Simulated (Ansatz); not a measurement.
All numbers below come from Ansatz 0.2.0, DFT PBE, scalar-relativistic, plane waves, PAW. Settings: cutoff 420 eV, Γ-centred meshes spaced at most about 0.3 Å⁻¹, and about 0.25 Å⁻¹ or finer for metals (2π included), Gaussian smearing. No spin polarisation in the final relaxations.

All energies are static (0 K, no zero-point motion).

Two relaxed structures of ZrTa2C2:

1.

```yaml
crystal:
  lattice:
    - [4.12959, 0.00000, 0.00000]
    - [0.00000, 4.12959, 0.00000]
    - [0.00000, 0.00000, 5.66837]
  atoms:
    - { symbol: Zr, position: [0.00000, 0.00000, 0.00000] }
    - { symbol: Ta, position: [0.50000, 0.00000, 0.50000] }
    - { symbol: Ta, position: [0.00000, 0.50000, 0.50000] }
    - { symbol: C, position: [0.00000, 0.00000, 0.62865] }
    - { symbol: C, position: [0.00000, 0.00000, 0.37135] }
```

2.

```yaml
crystal:
  lattice:
    - [-1.84577, 1.84577, 4.85776]
    - [1.84577, -1.84577, 4.85776]
    - [1.84577, 1.84577, -4.85776]
  atoms:
    - { symbol: Zr, position: [0.00000, 0.00000, 0.00000] }
    - { symbol: Ta, position: [0.75000, 0.25000, 0.50000] }
    - { symbol: Ta, position: [0.25000, 0.75000, 0.50000] }
    - { symbol: C, position: [0.42173, 0.42173, 0.00000] }
    - { symbol: C, position: [0.57827, 0.57827, 0.00000] }
```

Question: Which is lower in energy, and by how much?

Answer: Cell 2 is lower, by 0.33 eV/atom. Cell 1 has space group P4/mmm (No. 123), 19.3 Å³/atom and no gap on its mesh; cell 2 has space group I4/mmm (No. 139), 13.2 Å³/atom and no gap. Counting C atoms around Ta and Zr (those within 1.25 times the shortest such distance or 1.15 times the sum of covalent radii), cell 1 has Zr 2, Ta 4 and cell 2 has Zr 8, Ta 4. Cell 1 and cell 2 both hold C–C pairs. The denser one is the lower, and pressure would at first widen the difference. Even the lower one lies +0.18 eV/atom against the reference forms of the elements (uncorrected), so neither is stable at this level. In cell 1, around Zr lie 2 C at 2.10 Å and 8 Ta at 3.51 Å; Ta has 4 C at 2.19 Å, 4 Ta at 2.92 Å and 4 Zr at 3.51 Å; around C lie 1 C at 1.46 Å, 1 Zr at 2.10 Å and 4 Ta at 2.19 Å. In cell 2, Zr has 8 C at 2.72 Å and 8 Ta at 3.05 Å; around Ta lie 4 C at 2.49 Å, 4 Ta at 2.61 Å and 4 Zr at 3.05 Å; C is surrounded by 1 C at 1.52 Å, 4 Ta at 2.49 Å and 4 Zr at 2.72 Å. Both come from invented guesses. A third cell relaxed alike, in R-3m, lies 0.91 eV/atom below the lower of the two.

Spin–orbit coupling, which can matter for Ta, is left out. Cells relaxed within their symmetry can be saddle points.
